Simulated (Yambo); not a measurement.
Input:

```xyz
6
Lattice="2.0211 1.1669 6.7259 -2.0211 1.1669 6.7259 0.0000 -2.3338 6.7259" Properties=species:S:1:pos:R:3 pbc="T T T"
O      0.0000     0.0000    12.5648
O      0.0000     0.0000     7.6129
F      0.0000     0.0000    17.5679
F      0.0000     0.0000     2.6098
La     0.0000     0.0000    14.9698
La     0.0000     0.0000     5.2079
```

Workflow: PBEsol (pw.x of Quantum ESPRESSO, ONCV potentials, no spin-orbit coupling), then G0W0 in Yambo (4×4×4 Γ-centred k mesh, 109 bands and a 6 Ry block in the screening, 109 bands in G with the Bruneval-Gonze terminator, plasmon pole fitted at 27.2 eV).

Question: Give the PBEsol and G0W0 gaps between the band edges found on this mesh, and say where the edges lie.

Answer: Edges: (0, 0.25, -0.25) → (0, 0.25, -0.25). PBEsol: 4.54 eV; G0W0: 7.28 eV. The mesh misses an edge: along a dense path the PBEsol gap is 4.20 eV. Convergence of the G0W0 settings was not tested. The 4f states are in the valence at their DFT position.

Geometry of the Materials Project entry, not relaxed at this level.
